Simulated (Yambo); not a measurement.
Yambo run on Mg2FeH6 (space group Fm-3m, No. 225). The wavefunctions are norm-conserving LDA (Quantum ESPRESSO, 90 Ry, scalar-relativistic) ones on a 4×4×4 mesh (21 occupied bands); a = b = c = 4.494 Å, α = β = γ = 60.00°.

Yambo input:

```
rim_cut
gw0
dyson
el_el_corr
HF_and_locXC
ppa
em1d
RandQpts= 1000000
RandGvec= 1 Ry
EXXRLvcs= 90 Ry
VXCRLvcs= 360 Ry
Chimod= "HARTREE"
% BndsRnXp
 13 | 73 |
%
NGsBlkXp= 6 Ry
% LongDrXp
 1.0 | 1.0 | 1.0 |
%
PPAPntXp= 27.2114 eV
% GbndRnge
 1 | 73 |
%
GTermKind= "BG"
DysSolver= "n"
ExtendOut
% QPkrange
 7 | 7 | 21 | 22 |
 8 | 8 | 21 | 21 |
%
```

k points by index: 7 = X, 8 = W.

Table of the .qp output:

```
#    K-point    Band    Eo [eV]    E [eV]    E-Eo [eV]    Vxc [eV]    Vnlxc [eV]    Sc|Eo [eV]    Sc|E [eV]    dSc/dw|Eo [eV]    Re(Z)    Im(Z)
#
    7    21    -0.224583E-3    0.039514    0.039738    -25.32181    -30.62123    5.354583    5.339167    -10.60648    0.719533    -0.001867
    7    22    1.714474    2.858907    1.144434    -21.76255    -16.35523    -3.900522    -4.262886    -8.614987    0.759532    -0.001582
    8    21    0.000000    0.041175    0.041175    -25.32344    -30.62333    5.357035    5.341060    -10.60618    0.719539    -0.001867
```
(The two width columns are left out.) Convergence of these settings isn't established.

Geometry of the Materials Project entry, not relaxed at this level.

The runs are not spin-polarised; magnetic order was not tried.
